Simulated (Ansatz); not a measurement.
AgPt3:
Space group Pm-3m (No. 221); a = b = c = 3.969 Å, α = β = γ = 90.00°

```
atom  site  symmetry       x       y       z
----  ----  --------  ------  ------  ------
Ag      1a      m-3m  0.0000  0.0000  0.0000
Pt      3c    4/mm.m  0.0000  0.5000  0.5000
```

This is the r²SCAN-relaxed structure.

Problem. All from the program Ansatz at the r²SCAN level (PAW), unless another level is named. Estimate the formation energy from the elements (no fitted shifts).

Solution. 0.4 kJ/mol of atoms.

Problem. And the density of states at the Fermi level?

Solution. 0.87 states/eV per atom (mean over ±0.08 eV).

Problem. And the gap with spin–orbit coupling?

Solution. none (metallic).

The workflow started from an entry of the Crystallography Open Database (COD). Whether it is the stable phase at ambient conditions was not checked. The r²SCAN relaxation kept the symmetry of its start; of distortions, only those at the zone centre were tested. The run is not spin-polarised. The references are the lowest solids computed at this level, not always the standard phases. Spin–orbit coupling is left out wherever it is not named.

Potentials: the later of the program's two PAW sets.
